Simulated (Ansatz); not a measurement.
Q: Tl (hcp (Mg type), space group No. 194) is relaxed with the program Ansatz at the r²SCAN+D4 level (PAW). What lattice parameters of the conventional cell result?

A: a = 3.501 Å, c = 5.574 Å.

Space group P6_3/mmc (hcp (Mg type)). The r²SCAN+D4 relaxation kept the symmetry of its start. The pairwise dispersion correction was not fitted to metals. Axis ratios of metals converge slowly with the k-mesh, so a and c are less sure than the volume. Scalar-relativistic: spin–orbit coupling is off unless named, which matters more the heavier the elements.

Potentials: the earlier of the program's two PAW sets.
